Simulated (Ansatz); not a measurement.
A generated cell, not matched to a known phase here, of Cs2O2: F-43m (No. 216), cF8, zinc blende type; a = b = c = 6.445 Å, α = β = γ = 90.00°; O 4d (0.750, 0.750, 0.750); Cs 4a (0.000, 0.000, 0.000). The numbers are results of PBEsol (plane waves to 420 eV, PAW, scalar-relativistic; Ansatz, a quantum-chemistry and plane-wave program), not measurements. Element references, the lowest calculated here: Cs (Im-3m), O (C2/m, ferromagnetic, forced by one molecule a cell; α-O2 is antiferromagnetic); gases are represented by their molecular solids.

Problem. What formation energy of this F-43m form of Cs2O2 from the elements does PBEsol give?

Solution. -0.49 eV/atom.

A lower structure of this composition may exist.

Static energies, no anion corrections, no zero-point energy. Values are rounded to 0.01 eV/atom. Not shown to be the ambient phase of their composition (a lower form may be missing, and a cell relaxed within its start's symmetry can be a saddle point): Cs2O2 (F-43m). Spin state reached: ferromagnetic (net 0.50 μB/atom); other spin orders were not run from this start.
